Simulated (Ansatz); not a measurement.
An ordered 8-atom cell of In4SbAs3 on the wurtzite lattice, 8 atoms and 112 valence electrons in a cell of about 241 Å³, was run 6 times in the PAW code Ansatz, each time on 4 threads of Arm Neoverse V1, on a shared host.

| run | k mesh | irreducible k | cutoff (eV) | plane waves | bands | SCF iterations | wall time | peak host memory (GiB) |
| --- | --- | --- | --- | --- | --- | --- | --- | --- |
| relaxation, PBE | 4×6×4 | 40 | 420 | 4887 | 68 | 50 | ? | ? |
| relaxation, r2SCAN | 4×6×4 | 40 | 500 | 6093 | 68 | 38 | ? | ? |
| bands, PBE | 4×6×4 | 40 | 420 | 4683 | 62 | 8 | 45 s | 1.3 |
| single point, r2SCAN | 4×6×4 | 40 | 500 | 6093 | 62 | 7 | ? | ? |
| single point, HSE06 | 2×4×2 | 12 | 420 | 4683 | 62 | 32 | 3.7 min | 3.8 |
| single point, PBE+SOC | 4×6×4 | 40 | 420 | 4683 | 124 | 10 | 3.7 min | 3.6 |

(1) Estimate the missing times and memories.

## Answers

(1)
```json
{"run": "single point, r2SCAN", "wall time": "48 s", "peak host memory (GiB)": "1.4"}
{"run": "relaxation, r2SCAN", "wall time": "3.3 min", "peak host memory (GiB)": "1.4"}
{"run": "relaxation, PBE", "wall time": "100 s", "peak host memory (GiB)": "0.95"}
```

Only the levels marked +SOC include spin-orbit coupling.

Small gaps with spin-orbit coupling can be splittings of inverted bands, not the fundamental gap; semilocal functionals often invert bands that the real crystal keeps in order.
